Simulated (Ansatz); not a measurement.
# SiC with Fe replacing Si: ⁵⁷Fe Mössbauer parameters

Cell: a supercell of SiC (wurtzite type, P6_3mc) built from a structure deposited in the COD, with the ions relaxed around the defect (PBE).

```xyz
48
Lattice="6.1520 0.0000 0.0000 -4.6140 7.9917 0.0000 0.0000 0.0000 10.0960" Properties=species:S:1:pos:R:3 pbc="T T T"
Fe   -0.0029    1.7852    0.0445
Si   -0.0001    1.7758    5.0630
Si   -1.5302    4.4306    0.0169
Si   -1.5405    4.4410    5.0726
Si   -3.0728    7.1195    0.0177
Si   -3.0736    7.1021    5.0739
Si    3.0753    1.7721    0.0194
Si    3.0762    1.7747    5.0753
Si    1.5322    4.4430    0.0140
Si    1.5413    4.4432    5.0719
Si   -0.0059    7.1046    0.0141
Si   -0.0023    7.0991    5.0744
Si    1.5334    0.8907    2.5529
Si    1.5421    0.8869    7.5995
Si    0.0010    3.5450    2.5504
Si    0.0006    3.5595    7.5994
Si   -1.5385    6.2137    2.5399
Si   -1.5403    6.2116    7.6086
Si    4.6188    0.8892    2.5513
Si    4.6094    0.8839    7.5996
Si    3.0760    3.5478    2.5379
Si    3.0769    3.5504    7.5999
Si    1.5385    6.2177    2.5389
Si    1.5403    6.2144    7.6024
C     0.0001    1.7748    2.0350
C    -0.0007    1.7766    6.9604
C    -1.5369    4.4373    1.9201
C    -1.5445    4.4409    6.9608
C    -3.0743    7.1054    1.9206
C    -3.0760    7.0983    6.9629
C     3.0760    1.7720    1.9224
C     3.0765    1.7831    6.9585
C     1.5380    4.4415    1.9182
C     1.5458    4.4417    6.9608
C    -0.0019    7.1021    1.9185
C     0.0002    7.0934    6.9644
C     1.5478    0.8811    4.4561
C     1.6011    0.8509    9.4556
C     0.0009    3.5661    4.4556
C     0.0040    3.6521    9.4492
C    -1.5392    6.2134    4.4396
C    -1.5504    6.2001    9.5008
C     4.6042    0.8791    4.4559
C     4.5481    0.8399    9.4558
C     3.0759    3.5505    4.4364
C     3.0755    3.5524    9.4926
C     1.5392    6.2183    4.4388
C     1.5480    6.2275    9.4946
```

Atoms are numbered from 1 in the order listed; like atoms form one site, named after its first atom.

Method: Kohn–Sham DFT in Ansatz, PBE, plane waves and PAW, scalar-relativistic, collinear spin, 420 eV cutoff, Γ-centred 4×3×2 k-points, Fermi–Dirac smearing 0.01 eV, cell charge -1. Start moments as typed (μB): 5 on each Fe, none on the rest. The program fits them to the shells of the files, so those used differ somewhat.

Isomer shifts (against α-Fe) follow from the electron density at the nucleus, δ = α(ρ − ρ₀), with α = -0.366 mm s⁻¹ a₀³ and ρ₀ = 14904.00 a₀⁻³ from a line fitted to 10 measured compounds at this level of theory (rms miss 0.11 mm/s). ΔE_Q = ½eQV_zz(1 + η²/3)^½ with Q = 0.160 b for the 14.4 keV state. B_c is the Fermi-contact field along the atom's own moment; orbital and dipolar fields are not included.

Problem. What would the ⁵⁷Fe spectrum's parameters be?

Solution. 

```
site  atoms                             first shell  ρ − ρ₀ (a₀⁻³)  δ (mm/s)  ΔE_Q (mm/s)     η  |m| (μB)  B_c (T)
  Fe      1  4 C at 1.98–1.99 Å; also 1 C at 3.18 Å           0.46     -0.17        -0.72  0.98      2.94    -14.9
```



The defect repeats with the cell of 48 atoms, so it feels its images: sites between two images don't show the values beside a lone defect, and zeros or small values of η there can come from the images' arrangement. A uniform background compensates the cell's charge. The defect cell has no gap above 0.1 eV on its mesh, so the values can hang on the smearing and the k-mesh. With these PAW files V_zz is typically within 2 to 3 % of all-electron values, but misses above 10 % occur on Fe. Shifts outside the range of the fitted compounds (-0.1 to 1.5 mm/s for Fe) are extrapolations. Semilocal functionals underestimate the core's spin polarisation, so contact fields of ionic iron come out too small in magnitude. On Fe B_c is a small difference of large parts, and can be wrong severalfold and even in sign.

The relaxation (5 steps) took 7.1 min of wall time (28 min of CPU time) and 3.1 GiB at its peak, on 4 threads of Arm Neoverse V2 (aarch64; 8 cores open to the job, memory cap 8.0 GiB, no GPU), a shared host with a load of 0.6 a core.
